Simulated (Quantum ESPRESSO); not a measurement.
# Sc4Nb4: input and log of a self-consistent run

Simulated, not a measurement. The program is pw.x of Quantum ESPRESSO 7.5 (plane-wave density functional theory). The cell is made up: eight metal atoms on a face-centred cubic lattice, with elements, volume, strain and displacements drawn at random and not relaxed, so it may be unstable or far from any real phase. PseudoDojo standard norm-conserving files set the functional (PBE unless stated); there is no spin polarisation or spin-orbit coupling, the Fermi-Dirac width of 0.25 eV means electrons at about 2900 K, and the masses in the input are unused placeholders. A spin test at this wide smearing found no moment, but such smearing suppresses magnetism that the real alloy may have.

Input:

```
&control calculation='scf', pseudo_dir='./dojo.nc.sr.pbe.v0_5.standard.upf', outdir='./o', disk_io='medium', tprnfor=.true., tstress=.true. /
&system ibrav=0, nat=8, ntyp=2, nbnd=66, ecutwfc=82.02448710, nosym=.true., tot_charge=0,
 occupations='smearing', smearing='fd', degauss=0.0183746611
/
&electrons conv_thr=1.470e-08, electron_maxstep=70, mixing_beta=0.5 /
ATOMIC_SPECIES
Nb 1.0 Nb.upf
Sc 1.0 Sc.upf
CELL_PARAMETERS angstrom
0.0 -2.1599 -2.1599
-4.3198 2.1599 -2.1599
6.4797 6.4797 -4.3198
ATOMIC_POSITIONS angstrom
Sc -0.1189 0.0071 0.0443
Sc -0.1631 2.1765 -2.1746
Nb 0.0489 4.2413 -4.3558
Nb 4.3104 4.2161 -4.2527
Sc -2.163 -0.007 -2.1981
Nb -2.1679 1.883 -4.3029
Sc 2.1495 2.1673 -4.4185
Nb 2.3078 4.5051 -6.5041
K_POINTS automatic
8 5 3 1 1 1
```

The log is shortened where brackets say so; the opening notice, blank lines, dates and the lines on written files are dropped, and the path of the files is cut. It prints rydbergs, bohrs and kilobars, and counts compression as positive stress. Its total energy is the free energy E - TS of the whole cell.

```
     Program PWSCF v.7.5
     Parallel version (MPI & OpenMP), running on       1 processor cores
     Number of MPI processes:                 1
     Threads/MPI process:                     1
     [start-up lines left out]
     bravais-lattice index     =            0
     lattice parameter (alat)  =       5.7723  a.u.
     unit-cell volume          =    1087.9715 (a.u.)^3
     number of atoms/cell      =            8
     number of atomic types    =            2
     number of electrons       =        96.00
     number of Kohn-Sham states=           66
     kinetic-energy cutoff     =      82.0245  Ry
     charge density cutoff     =     328.0979  Ry
     scf convergence threshold =      1.5E-08
     mixing beta               =       0.5000
     number of iterations used =            8  plain     mixing
     Exchange-correlation= PBE
                           (   1   4   3   4   0   0   0)
     [axes and pseudopotential details left out]
   Cartesian axes
     site n.     atom                  positions (alat units)
         1        Sc     tau(   1) = (  -0.0389254   0.0023244   0.0145029  )
         2        Sc     tau(   2) = (  -0.0533956   0.7125413  -0.7119193  )
         3        Nb     tau(   3) = (   0.0160089   1.3885143  -1.4259992  )
         4        Nb     tau(   4) = (   1.4111362   1.3802643  -1.3922464  )
         5        Sc     tau(   5) = (  -0.7081217  -0.0022917  -0.7196127  )
         6        Nb     tau(   6) = (  -0.7097258   0.6164554  -1.4086809  )
         7        Sc     tau(   7) = (   0.7037020   0.7095294  -1.4465259  )
         8        Nb     tau(   8) = (   0.7555262   1.4748770  -2.1293084  )
     number of k points=    60  Fermi-Dirac smearing, width (Ry)=  0.0184
                       cart. coord. in units 2pi/alat
        k(    1) = (  -0.0092071   0.0173094  -0.1056977), wk =   0.0333333
        k(    2) = (  -0.1270582  -0.1005417   0.0121534), wk =   0.0333333
     [further k points left out]
     Dense  grid:   109197 G-vectors     FFT dimensions: (  36,  60, 120)
     Estimated max dynamical RAM per process >     169.10 MB
     Initial potential from superposition of free atoms
     starting charge      95.9802, renormalised to      96.0000
     Starting wfcs are   80 randomized atomic wfcs
     total cpu time spent up to now is       34.5 secs
     per-process dynamical memory:    98.3 Mb
     Self-consistent Calculation
     iteration #  1     ecut=    82.02 Ry     beta= 0.50
     Davidson diagonalization with overlap
     ethr =  1.00E-02,  avg # of iterations =  2.8
     total cpu time spent up to now is      105.8 secs
     total energy              =    -882.03349091 Ry
     estimated scf accuracy    <       5.14259571 Ry
     iteration #  2     ecut=    82.02 Ry     beta= 0.50
     Davidson diagonalization with overlap
     ethr =  5.36E-03,  avg # of iterations =  6.5
     total cpu time spent up to now is      220.7 secs
     total energy              =    -880.92192122 Ry
     estimated scf accuracy    <     108.42480960 Ry
     iteration #  3     ecut=    82.02 Ry     beta= 0.50
     Davidson diagonalization with overlap
     ethr =  5.36E-03,  avg # of iterations =  5.3
     total cpu time spent up to now is      314.4 secs
     total energy              =    -884.02993191 Ry
     estimated scf accuracy    <      24.43377282 Ry
     iteration #  4     ecut=    82.02 Ry     beta= 0.50
     Davidson diagonalization with overlap
     ethr =  5.36E-03,  avg # of iterations =  2.3
     total cpu time spent up to now is      382.6 secs
     total energy              =    -884.69398543 Ry
     estimated scf accuracy    <      16.28605015 Ry
     iteration #  5     ecut=    82.02 Ry     beta= 0.50
     Davidson diagonalization with overlap
     ethr =  5.36E-03,  avg # of iterations =  1.2
     total cpu time spent up to now is      448.2 secs
     total energy              =    -885.27818146 Ry
     estimated scf accuracy    <       2.38230497 Ry
     [iterations 6 to 21 left out]
     iteration # 22     ecut=    82.02 Ry     beta= 0.50
     Davidson diagonalization with overlap
     ethr =  4.72E-10,  avg # of iterations =  2.2
     total cpu time spent up to now is     1846.9 secs
     total energy              =    -885.33446475 Ry
     estimated scf accuracy    <       0.00000007 Ry
     iteration # 23     ecut=    82.02 Ry     beta= 0.50
     Davidson diagonalization with overlap
     ethr =  6.97E-11,  avg # of iterations =  5.4
     total cpu time spent up to now is     1938.1 secs
     total energy              =    -885.33446476 Ry
     estimated scf accuracy    <       0.00000006 Ry
     iteration # 24     ecut=    82.02 Ry     beta= 0.50
     Davidson diagonalization with overlap
     ethr =  6.12E-11,  avg # of iterations =  2.0
     total cpu time spent up to now is     2009.6 secs
     total energy              =    -885.33446477 Ry
     estimated scf accuracy    <       0.00000002 Ry
     iteration # 25     ecut=    82.02 Ry     beta= 0.50
     Davidson diagonalization with overlap
     ethr =  1.96E-11,  avg # of iterations =  4.1
     total cpu time spent up to now is     2089.6 secs
     total energy              =    -885.33446476 Ry
     estimated scf accuracy    <       0.00000011 Ry
     iteration # 26     ecut=    82.02 Ry     beta= 0.50
     Davidson diagonalization with overlap
     ethr =  1.96E-11,  avg # of iterations =  3.0
     total cpu time spent up to now is     2158.9 secs
     End of self-consistent calculation
     [lines on levels left out]
!    total energy              =    -885.33446476 Ry
     estimated scf accuracy    <          9.2E-09 Ry
     smearing contrib. (-TS)   =      -0.16337218 Ry
     internal energy E=F+TS    =    -885.17109258 Ry
     The total energy is F=E-TS. E is the sum of the following terms:
     one-electron contribution =    -216.66605658 Ry
     hartree contribution      =     146.20827393 Ry
     xc contribution           =    -169.40725040 Ry
     ewald contribution        =    -645.30605953 Ry
     convergence has been achieved in  26 iterations
     Forces acting on atoms (cartesian axes, Ry/au):
     atom    1 type  2   force =     0.01347129   -0.02067883   -0.00269312
     atom    2 type  2   force =     0.05593465   -0.01079126   -0.01034938
     atom    3 type  1   force =    -0.01139266    0.01424756   -0.01682366
     atom    4 type  1   force =     0.00561255    0.00853068   -0.00064401
     atom    5 type  2   force =    -0.02130481    0.00537869    0.01744246
     atom    6 type  1   force =    -0.01276991    0.06163349   -0.03826988
     atom    7 type  2   force =     0.00633381   -0.01171963    0.01169525
     atom    8 type  1   force =    -0.03588490   -0.04660069    0.03964233
     Total force =     0.127466     Total SCF correction =     0.000571
     Computing stress (Cartesian axis) and pressure
          total   stress  (Ry/bohr**3)                   (kbar)     P=       36.54
   0.00033968   0.00005054  -0.00001491           49.97        7.43       -2.19
   0.00005054   0.00024872  -0.00007561            7.43       36.59      -11.12
  -0.00001491  -0.00007561   0.00015686           -2.19      -11.12       23.07
     init_run     :     30.42s CPU     34.43s WALL (       1 calls)
     electrons    :   1989.03s CPU   2124.39s WALL (       1 calls)
     forces       :     10.55s CPU     10.67s WALL (       1 calls)
     stress       :     35.77s CPU     35.93s WALL (       1 calls)
     [timing details left out]
     PWSCF        :  34m26.12s CPU  36m46.64s WALL
     JOB DONE.
```

In other units: free energy -12045.589 eV for the cell, pressure 3.65 GPa, largest force component 1.585 eV/Å in size. The run took 2208 s of wall time with one process on a shared machine (AMD EPYC, Zen 5, virtual cores), so the time is rough. A rerun of this cell at a higher cutoff and on a denser mesh moved values by no more than 0.002 eV in energy, 0.02 GPa in stress and 0.003 eV/Å in force, and a second program with other atomic files agreed on that cell to 2 % rms in force and 0.5 GPa in pressure.